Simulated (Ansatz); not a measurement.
A plane-wave DFT run in Ansatz 0.2.0 (scalar-relativistic PAW potentials unless the input names others): input and command.

```yaml
crystal:
  lattice:
    - [0.0, 3.411905238, 3.411905238]
    - [3.411905238, 0.0, 3.411905238]
    - [3.411905238, 3.411905238, 0.0]
  atoms:
    - { symbol: Ca, position: [0.0, 0.0, 0.0] }
    - { symbol: As, position: [0.25, 0.25, 0.25] }
    - { symbol: As, position: [0.75, 0.75, 0.75] }
basis:
  ecutwfc: 420
  ecutrho_ratio: 0
kpoints:
  mp_grid: { grid: [12, 12, 12] }
hamiltonian:
  xc: pbe
scf:
  occupations: { method: gaussian, width: 0.1 }
  max_iter: 80
output:
  forces: true
  eigenvalues: true
  stress: true
relax:
  adjacent_minimum: "off"
  f_tol: 0.01
  max_steps: 80
  cell: { stress_tol: 0.05 }
```

```bash
ansatz run input.yaml --threads 1 --pin off --max-ram 2560MiB --backend cpu --events-out ev --progress --plain --runs-dir out
```

Q: Will this input run?

A: The program refuses it, because of a density cutoff too low for products of the waves, which reach up to 4 times the waves' cutoff (basis.ecutrho_ratio: not typed → 0). Without that key it is accepted.

Abridged log:
```
Error: invalid value for `basis.ecutrho_ratio`: must be in [1, 1024]; got 0
```